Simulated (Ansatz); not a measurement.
The relaxed structure here is a generated cell of Rh: the first start was made by placing the elements on the sites of a structure type, and the end was not matched to a known phase here, so it may be hypothetical. Known forms of Rh include space group No. 225.

The end point of a relaxation of Rh. All values below come from PBE (plane waves to 420 eV, PAW, scalar-relativistic; Ansatz, a first-principles code).

```xyz
1
Lattice="-1.6401 1.6401 1.3395 1.6401 -1.6401 1.3395 1.6401 1.6401 -1.3395" Properties=species:S:1:pos:R:3 pbc="T T T"
Rh     0.0000     0.0000     0.0000
```

**Question.** Determine the symmetry and give the standard cell with its independent sites.

**Answer.** Space group I4/mmm (No. 139); a = 3.280 Å, b = 3.280 Å, c = 2.679 Å, α = 90.00°, β = 90.00°, γ = 90.00°

```json
[
 {"atom": "Rh", "site": "2a", "symmetry": "4/mmm", "x": "0.0000", "y": "0.0000", "z": "0.0000"}
]
```

This is the AFLOW prototype A_tI2_139_a (A_a).

**Question.** Give the shortest distances between elements (the closest pairs, up to four, under 3.6 Å).

**Answer.** Rh–Rh 2.68 Å.

```yaml
volume_per_atom: 14.41 Å³
density: 11.86 g/cm³
band_gap: no gap (metallic)
```

No spin polarisation in the result.

The run could not lower the symmetry of its start; a shaken copy of this end point relaxes with PBE to Fm-3m (No. 225), 0.22 eV/atom lower.
